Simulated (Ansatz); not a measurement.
**Computed properties of IrW**

IrW:
```
CELL_PARAMETERS angstrom
      2.74776     0.00000     0.00000
      0.00000     2.74776     0.00000
      0.00000     0.00000     3.89797
ATOMIC_POSITIONS crystal
  Ir 0.00000 0.00000 0.00000
  W  0.50000 0.50000 0.50000
```

Space group P4/mmm (No. 123), L1₀ or tetragonal B2; conventional cell a = b = 2.7478 Å, c = 3.8980 Å, α = β = γ = 90.00°.

Method: PBEsol (plane waves, PAW; program Ansatz). Geometry: relaxed at this level of theory. Other levels are named where they apply.

### Cell and energy

```
Property                                                       Value
-----------------------------------------------------  -------------
Volume per atom                                             14.72 Å³
Density                                                  21.22 g/cm³
Formation energy from the elements (no fitted shifts)  -0.30 eV/atom
```

### Electronic structure

```
Item                                                                         Value
------------------------------------  --------------------------------------------
Electronic character                                             metallic (no gap)
Density of states at the Fermi level  0.43 states/eV per atom (mean over ±0.08 eV)
Gap with spin–orbit coupling                                       none (metallic)
```

### Mechanics

```
Item                                                                                                     Value
--------------------------------------------  ----------------------------------------------------------------
Bulk modulus (Birch–Murnaghan fit)                                                                   3630 kbar
Pressure derivative B′                                                                                     4.6
Elastic constants (relaxed ions, GPa)         C11 = 744, C12 = 106, C13 = 238, C33 = 627, C44 = 253, C66 = 108
Mechanical stability                                                    stable (all eigenvalues of C positive)
Hill bulk and shear moduli                                                                     365 and 210 GPa
Young's modulus                                                                                        529 GPa
Poisson's ratio                                                                                           0.26
Debye temperature from the elastic constants                                                             425 K
```

### Phonons

```
Item                                            Value
-----------------------------  ----------------------
Highest zone-centre frequency                157 cm⁻¹
Zone-centre stability          no imaginary mode at Γ
```

The start of the workflow was typed in or built on a structure type; neither database checked (COD, Materials Project) lists it. COD files the formula under space group No. 51. Whether it is the stable phase at ambient conditions was not checked. The PBEsol relaxation kept the symmetry of its start. The run is not spin-polarised. As this level gives no gap, shear constants depend on the k-mesh and smearing (Fermi–Dirac, 0.1 eV here). As this level gives no gap, phonon frequencies hold no LO–TO term and depend on the k-mesh and smearing (Fermi–Dirac, 0.1 eV here). Axis ratios of metals converge slowly with the k-mesh, so a and c are less sure than the volume. The references are the lowest solids computed at this level, not always the standard phases. Spin–orbit coupling is left out wherever it is not named.

Potentials: the later of the program's two PAW sets.
